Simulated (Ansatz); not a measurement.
Relaxed-ion elastic tensor of Y (fcc (Cu type), Fm-3m) in GPa (Voigt order), PBEsol (plane waves, PAW; program Ansatz); density 4.79 g/cm³, 30.82 Å³ per atom.

```
60.5  31.9  31.9   0.0   0.0   0.0
31.9  60.5  31.9   0.0   0.0   0.0
31.9  31.9  60.5   0.0   0.0   0.0
 0.0   0.0   0.0  33.6   0.0   0.0
 0.0   0.0   0.0   0.0  33.6   0.0
 0.0   0.0   0.0   0.0   0.0  33.6
```

Question: Is the crystal mechanically stable?

Answer: Yes: the smallest eigenvalue of C is 28.6 GPa.

Question: Work out the Voigt, Reuss and Hill averages.

Answer: K_V = 41.5, K_R = 41.5, K_H = 41.5; G_V = 25.9, G_R = 21.8, G_H = 23.9 GPa.

Question: Give Young's modulus, Poisson's ratio, Pugh's ratio and the universal anisotropy index.

Answer: E = 9KG/(3K + G) = 60.0 GPa; ν = 0.26; K/G = 1.74 (near the Pugh limit of 1.75, no verdict); A_U = 5G_V/G_R + K_V/K_R − 6 = 0.93.

Question: Estimate the sound speeds and the Debye temperature.

Answer: v_l = √((K + 4G/3)/ρ) = 3910 m/s, v_t = √(G/ρ) = 2230 m/s, mean 2480 m/s; Θ = (h/k)(3n/4πV)^(1/3) v_m = 235 K.

Question: Give the Zener ratio and Young's modulus along [100], [110] and [111].

Answer: A = 2C44/(C11 − C12) = 2.35; 1/E = S11 − 2(S11 − S12 − S44/2)Γ with Γ = 0, 1/4, 1/3 gives 38.4, 62.7, 79.4 GPa.

Question: Solve the Christoffel equation for the three sound speeds along [100], [110], [111].

Answer: Eigenvalues of C_ijkl n_j n_l equal ρv². In km/s, slowest first: [100] 2.65, 2.65, 3.55; [110] 1.73, 2.65, 4.08; [111] 2.08, 2.08, 4.24.

The workflow started from an entry of the Crystallography Open Database (COD), which files this formula under 2 space groups. It is not the phase usual at ambient conditions (space group No. 194). Symmetry was held in the PBEsol relaxation; its stability against distortions is not shown here. The run is not spin-polarised. As this level gives no gap, shear constants depend on the k-mesh and smearing (Fermi–Dirac, 0.1 eV here).

Potentials: the later of the program's two PAW sets.
